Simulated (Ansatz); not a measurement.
Cr₂N:
```
Cr2N
1.0
    2.83349     0.00000     0.00000
   -1.41675     2.45387     0.00000
    0.00000     0.00000     4.22333
N Cr
1 2
Direct
  0.00000   0.00000   0.00000
  0.33333   0.66667   0.24638
  0.66667   0.33333   0.75362
```

Relaxed with PBE. Special points in fractions of this cell's reciprocal vectors: Γ (0.000, 0.000, 0.000); M (0.500, 0.000, 0.000); K (0.333, 0.333, 0.000); A (0.000, 0.000, 0.500); L (0.500, 0.000, 0.500); H (0.333, 0.333, 0.500).

Problem. List the band energies nearest the Fermi level at these points for DFT-PBE in the program Ansatz with PAW potentials.

Solution. In eV from the Fermi level; about four levels below and three above (degenerate sets whole), none deeper than 8.9 eV; points with the same levels are listed once.

```tsv
k	below	above
Γ	-1.16 -1.16 -0.98 -0.98 -0.96	0.12 0.12 0.96
M	-6.26 -3.94 -2.63 -1.52	0.20 0.77 1.20
K	-6.05 -3.14 -2.69 -2.69	0.67 0.67 0.89
A	-2.11 -1.94 -1.73 -1.73	0.09 0.09 0.56 0.56
L	-3.05 -2.27 -1.66 -0.46	0.24 0.45 0.84
H	-1.98 -0.64 -0.26 -0.26	1.59 1.59 2.50
```

Space group P-3m1 (anti-CdI2 type). A made-up cell: these elements were put on the sites of a structure type; neither database checked (COD, Materials Project) lists it. COD files the formula under space group No. 162, so this cell is another polymorph or a model. Its standing as an ambient phase is unchecked. The cell was relaxed with PBE under the symmetry of its start; whether a distortion lowers the energy is not shown. The workflow began spin-polarised and lost its moments.

Potentials: the earlier of the program's two PAW sets.
